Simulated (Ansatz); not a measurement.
Relaxed Zr (hcp, Mg type):

```yaml
crystal:
  lattice:
    - [3.24591, 0.00000, 0.00000]
    - [-1.62295, 2.81104, 0.00000]
    - [0.00000, 0.00000, 5.15116]
  atoms:
    - { symbol: Zr, position: [0.33333, 0.66667, 0.75000] }
    - { symbol: Zr, position: [0.66667, 0.33333, 0.25000] }
```

A phonon eigenvector at Γ is frozen into this cell: atom i moves by Q times the vector below, so Q is the largest atomic displacement, in Å. The cell is held.

```
atom      x      y       z
----  -----  -----  ------
Zr1   0.000  0.000   1.000
Zr2   0.000  0.000  -1.000
```

The numbers are results of r2SCAN (plane waves to 500 eV, PAW, scalar-relativistic; Ansatz, a program for electronic structure), not measurements. k mesh 16×16×9 (Γ-centred), Fermi-Dirac smearing 0.05 eV. The energy includes the smearing's −TS. With partly filled bands, energies and forces of such displacements shift with the k mesh and the smearing. The PAW data are Ansatz's earlier set. Zr is run without spin polarisation. Zr was relaxed with its symmetry unable to fall. The zero of ΔE is the undisplaced structure. The last digit holds for this mesh only.

```
Q (Å)    ΔE (meV/cell)
-------  -------------
-0.1000           90.0
-0.0833           60.1
-0.0667           37.2
-0.0500       withheld
-0.0333            8.6
-0.0167            2.1
0.0000             0.0
0.0167             2.1
0.0333             8.6
0.0500        withheld
0.0667            37.2
0.0833            60.1
0.1000            90.0
```

Question: Fit an even polynomial form (powers 2, 4) to the given rows and predict ΔE at Q = 0.0500.

Answer: Least squares on the 11 given rows: ΔE = (7838)·Q² + (116700)·Q⁴, in meV/cell with Q in Å; root-mean-square residual 0.12 meV/cell. At 0.0500 the fit gives 20.3 meV/cell; the calculation gives 20.2 meV/cell, so the interpolation is off by 0.1 (+0.5 %). The quadratic term alone would give 19.6 meV/cell.

(For displaced atoms, the force is minus the slope of the energy, and its curvature is a force constant, which sets phonon frequencies.)
